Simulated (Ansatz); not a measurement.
K2S (anti-fluorite, Fm-3m), LDA in the plane-wave PAW code Ansatz: ε∞ = 3.24, cell volume 92.95 Å³. Infrared-active transverse modes:

```csv
ω_TO (cm⁻¹),oscillator strength S_xx (e²/amu)
181.5,0.1583
```

Problem. Compute the static dielectric constant.

Solution. Each mode adds (4.921e7/V) S/ω²: 2.55. So ε0 = 5.78.

Problem. What LO frequency does the Lyddane–Sachs–Teller relation give?

Solution. ω_LO = ω_TO √(ε0/ε∞) = 243 cm⁻¹.

The cell was relaxed with LDA under the symmetry of its start; phonons on a q-mesh show no instability.

Potentials: the later of the program's two PAW sets.
